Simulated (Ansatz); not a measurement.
Y (hcp, Mg type)

```xyz
2
Lattice="3.6557 0.0000 0.0000 -1.8278 3.1659 0.0000 0.0000 0.0000 5.6788" Properties=species:S:1:pos:R:3 pbc="T T T"
Y      0.0000     2.1106     4.2591
Y      1.8278     1.0553     1.4197
```

The slice is a (-1 1 0 2) plane (indices of the conventional cell) through the point (0.333, 0.667, 0.750) (fractional), spanned by u = [110] and v = [1 -1 1] in vectors of this cell: u (3.66 Å) and v (8.51 Å, at 90° to u). It covers one period; positions are fractions (u, v).

Computed with PBE (plane waves to 420 eV, PAW, scalar-relativistic; Ansatz, an electronic-structure program). k mesh 15×15×8. Inside the PAW spheres the values are not all-electron values, and peaks at nuclei hang on which shells count as valence. The PAW data are Ansatz's earlier set. Y is run without spin polarisation. Y was relaxed with its symmetry unable to fall.

Task: Predict the map of the electrostatic potential energy of an electron, from the cell's mean on the slice.

Result: 
```
|xxxxxxxx0044664400xxxxxx|
|xxxxxx00226677662200xxxx|
|xxxx000044777777440000xx|
|000011446677887766441100|
|555555667777777777665555|
|888877776666556666777788|
|999988775544444455778899|
|999988665533223355668899|
|999988664433223344668899|
|998888665533333355668888|
|777777666655555566667777|
|555566666666666666666655|
|001133556677887766553311|
|000000225577887755220000|
|xxxx000044778877440000xx|
|xxxxxx00336677663300xxxx|
|xxxxxx00226677662200xxxx|
|xxxx000033667766330000xx|
|000000115577887755110000|
|000022557788888877552200|
|444455778899999988775544|
|556666889999999999886666|
|444455778899999988775544|
|000011447788998877441100|
|xxxx000044778877440000xx|
|xxxxxx00115577551100xxxx|
|xxxxxxxx0044664400xxxxxx|
|xxxxxxxx0044664400xxxxxx|
```
Scale: ten equal steps from 1.00 (start of '0') to 9.41 (end of '9'), in the order '0123456789'. Values: electrostatic potential energy of an electron, from the cell's mean, in eV. The map has 12 points along u (two characters each, u = 0 at the left) and 28 along v (v = 0 in the bottom row). Points within 1 Å of a nucleus are blanked (x), as the pseudised field means little there. Values under 1 eV are set to 1. The zero, the cell's mean, hangs on the PAW cores.
